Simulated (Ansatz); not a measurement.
SrCl2 (fluorite, Fm-3m), a = b = c = 7.041 Å, α = β = γ = 90.00°; the cell used has 3 atoms.

Relaxed with PBE.

**Question.** Give the optical modes at the zone centre with their infrared and Raman activity from DFPT, DFT-PBE in the program Ansatz with PAW potentials.

**Answer.** Transverse frequencies, without the LO–TO term; a row sums one degenerate level.

```json
[
 {"ω (cm⁻¹)": "126", "degeneracy": "3", "IR ((D/Å)²/amu)": "11.01", "Raman (Å⁴/amu)": "0", "activity": "IR", "symmetry": "T1u"},
 {"ω (cm⁻¹)": "171", "degeneracy": "3", "IR ((D/Å)²/amu)": "0.00", "Raman (Å⁴/amu)": "9.5", "activity": "Raman", "symmetry": "T2g"}
]
```

**Question.** How high does the top mode go among those that the LO–TO term moves?

**Answer.** 217 cm⁻¹ for q along x.

The cell was relaxed with PBE under the symmetry of its start; phonons on a q-mesh show no instability.

Potentials: the later of the program's two PAW sets.
